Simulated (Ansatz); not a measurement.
The calculation used DFT PBE, scalar-relativistic, plane waves, PAW (Ansatz 0.2.0). All cells share a 420 eV cutoff and Γ-centred k meshes spaced at most about 0.3 Å⁻¹ (about 0.25 or finer for metals, 2π included). No spin polarisation in the final relaxations.

These are static total energies at zero pressure.

Two forms of ZnCd₂Se₂S were relaxed alike.

A.

```cif
data_structure
_symmetry_space_group_name_H-M 'P4/mmm'
_symmetry_Int_Tables_number 123
_cell_length_a 5.0764
_cell_length_b 5.0764
_cell_length_c 5.8285
_cell_angle_alpha 90.000
_cell_angle_beta 90.000
_cell_angle_gamma 90.000
_cell_volume 150.20
loop_
_atom_site_label
_atom_site_type_symbol
_atom_site_symmetry_multiplicity
_atom_site_Wyckoff_symbol
_atom_site_fract_x
_atom_site_fract_y
_atom_site_fract_z
_atom_site_occupancy
Zn1 Zn 1 b 0.00000 0.00000 0.50000 1
Cd1 Cd 2 h 0.50000 0.50000 0.73097 1
Se1 Se 2 f 0.50000 0.00000 0.00000 1
S1 S 1 a 0.00000 0.00000 0.00000 1
```

B.

```cif
data_structure
_symmetry_space_group_name_H-M 'P6/mmm'
_symmetry_Int_Tables_number 191
_cell_length_a 4.9779
_cell_length_b 4.9779
_cell_length_c 10.0813
_cell_angle_alpha 90.000
_cell_angle_beta 90.000
_cell_angle_gamma 120.000
_cell_volume 216.34
loop_
_atom_site_label
_atom_site_type_symbol
_atom_site_symmetry_multiplicity
_atom_site_Wyckoff_symbol
_atom_site_fract_x
_atom_site_fract_y
_atom_site_fract_z
_atom_site_occupancy
Zn1 Zn 1 b 0.00000 0.00000 0.50000 1
Cd1 Cd 2 e 0.00000 0.00000 0.24524 1
Se1 Se 2 c 0.33333 0.66667 0.00000 1
S1 S 1 a 0.00000 0.00000 0.00000 1
```

**Question.** Which is lower in energy, and by how much?

**Answer.** A is lower, by 0.35 eV/atom. A has space group P4/mmm (No. 123), 25.0 Å³/atom and no gap on its mesh; B has space group P6/mmm (No. 191), 36.1 Å³/atom and no gap. Counting S or Se atoms around Cd and Zn (for each partner element, those within 1.25 times its shortest distance or 1.15 times the sum of covalent radii, where it is the nearest in units of that sum or under 1.3; the shortest distance is added where it is long for a bond), A has Zn 2 from 2.9 Å, Cd 4 and B has Zn 2 from 5.0 Å, Cd 1. Even the lower one lies +0.09 eV/atom against the reference forms of the elements (uncorrected), so neither is stable at this level. In A, around Zn lie 2 S at 2.91 Å; Cd has 1 Cd at 2.69 Å, 4 Se at 2.98 Å and 1 Cd at 3.14 Å; Se is surrounded by 2 S at 2.54 Å and 4 Cd at 2.98 Å; S is surrounded by 4 Se at 2.54 Å and 2 Zn at 2.91 Å. In B, around Zn lie 2 Cd at 2.57 Å; Cd is surrounded by 1 S at 2.47 Å and 1 Zn at 2.57 Å; around Se lie 3 Se at 2.87 Å and 3 S at 2.87 Å; S is surrounded by 2 Cd at 2.47 Å and 6 Se at 2.87 Å. Both come from invented guesses. A third cell relaxed alike, in R3m, lies 0.74 eV/atom below the lower of the two.

No dispersion correction is applied, so the spacing and binding between layers, chains or molecules are poorly described (P6/mmm), and this can change margins and order among such cells. Cells relaxed within their symmetry can be saddle points.
